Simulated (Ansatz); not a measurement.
Hf (hcp, Mg type)

```xyz
4
Lattice="3.2042 0.0000 0.0000 -1.6021 2.7749 0.0000 0.0000 0.0000 10.1381" Properties=species:S:1:pos:R:3 pbc="T T T"
Hf     0.0000     1.8500     3.8018
Hf     0.0000     1.8500     8.8708
Hf     1.6021     0.9250     1.2673
Hf     1.6021     0.9250     6.3363
```

The atoms are displaced by Q × the pattern below (from a DFPT mode at A = (0.0, 0.0, 0.5), largest move 1; Q in Å), at fixed cell. It is one choice among 4 degenerate patterns. (q is in reciprocal vectors of the primitive cell; the cell shown is doubled to hold the pattern.)

```
atom      x       y      z
----  -----  ------  -----
Hf1   0.000   1.000  0.000
Hf2   0.000  -1.000  0.000
```

Atoms not listed stay in place.

The numbers are results of PBE (plane waves to 420 eV, PAW, scalar-relativistic; Ansatz, a program for electronic structure), not measurements. k mesh 17×17×5 (Γ-centred), Fermi-Dirac smearing 0.05 eV. With partly filled bands, energies and forces of such displacements shift with the k mesh and the smearing. Hf is run without spin polarisation. Hf was relaxed with its symmetry unable to fall. Spin-orbit coupling is left out, though Hf is heavy. 

```json
[
 {"Q (Å)": "-0.280", "−dE/dQ from forces (eV/Å)": "1.145"},
 {"Q (Å)": "-0.233", "−dE/dQ from forces (eV/Å)": "0.969"},
 {"Q (Å)": "-0.187", "−dE/dQ from forces (eV/Å)": "0.778"},
 {"Q (Å)": "-0.140", "−dE/dQ from forces (eV/Å)": "0.581"},
 {"Q (Å)": "-0.093", "−dE/dQ from forces (eV/Å)": "0.383"},
 {"Q (Å)": "-0.047", "−dE/dQ from forces (eV/Å)": "0.190"},
 {"Q (Å)": "0.000", "−dE/dQ from forces (eV/Å)": "0.000"},
 {"Q (Å)": "0.047", "−dE/dQ from forces (eV/Å)": "-0.190"},
 {"Q (Å)": "0.093", "−dE/dQ from forces (eV/Å)": "-0.383"},
 {"Q (Å)": "0.140", "−dE/dQ from forces (eV/Å)": "-0.581"},
 {"Q (Å)": "0.187", "−dE/dQ from forces (eV/Å)": "-0.778"},
 {"Q (Å)": "0.233", "−dE/dQ from forces (eV/Å)": "-0.969"},
 {"Q (Å)": "0.280", "−dE/dQ from forces (eV/Å)": "-1.145"}
]
```

### Question
What harmonic wavenumber does the curvature at Q = 0 give?

### Answer
56 cm⁻¹. E″ = 4.05 eV/Å², M = Σ mᵢ|uᵢ|² = 357.0 u, ν̃ = 521.5·√(|E″|/M).

(A displaced cell: forces are minus the slopes of the energy, force constants its curvatures, and phonons follow from these.)
